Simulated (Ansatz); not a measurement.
Starting cell, Cu (fcc, Cu type):

```
CELL_PARAMETERS angstrom
      0.00000     3.62969     3.62969
      1.81485     0.00000     1.81485
      1.81485     1.81485     0.00000
ATOMIC_POSITIONS crystal
  Cu 0.00000 0.00000 0.00000
  Cu 0.50000 0.00000 0.00000
```

The atoms are displaced by Q × the pattern below (from a DFPT mode at L = (0.5, 0.0, 0.0), largest move 1; Q in Å), at fixed cell. (q is in reciprocal vectors of the primitive cell; the cell shown is doubled to hold the pattern.)

| atom | x | y | z |
|---|---|---|---|
| Cu1 | -0.577 | 0.577 | 0.577 |
| Cu2 | 0.577 | -0.577 | -0.577 |

Level of theory: PBE (plane waves to 420 eV, PAW, scalar-relativistic; Ansatz, a quantum-chemistry and plane-wave program). k mesh 11×22×22 (Γ-centred), Fermi-Dirac smearing 0.05 eV. Energies are smeared free energies. With partly filled bands, energies and forces of such displacements shift with the k mesh and the smearing. Cu is run without spin polarisation. Cu was relaxed with its symmetry unable to fall. The zero of ΔE is the undisplaced structure. The last digit holds for this mesh only.

```tsv
Q (Å)	ΔE (meV/cell)
-0.2800	1385.9
-0.2333	897.5
-0.1867	withheld
-0.1400	288.7
-0.0933	123.4
-0.0467	30.1
0.0000	0.0
0.0467	30.1
0.0933	123.4
0.1400	288.7
0.1867	withheld
0.2333	897.5
0.2800	1385.9
```

**Question.** Fit an even polynomial form (powers 2, 4, 6) to the given rows and predict ΔE at Q = 0.1867.

**Answer.** Least squares on the 11 given rows: ΔE = (13720)·Q² + (51720)·Q⁴ + (-16270)·Q⁶, in meV/cell with Q in Å; root-mean-square residual 0.11 meV/cell. At 0.1867 the fit gives 540.4 meV/cell; the calculation gives 540.1 meV/cell, so the interpolation is off by 0.3 (+0.1 %). The quadratic term alone would give 478.2 meV/cell.

(For displaced atoms, the force is minus the slope of the energy, and its curvature is a force constant, which sets phonon frequencies.)
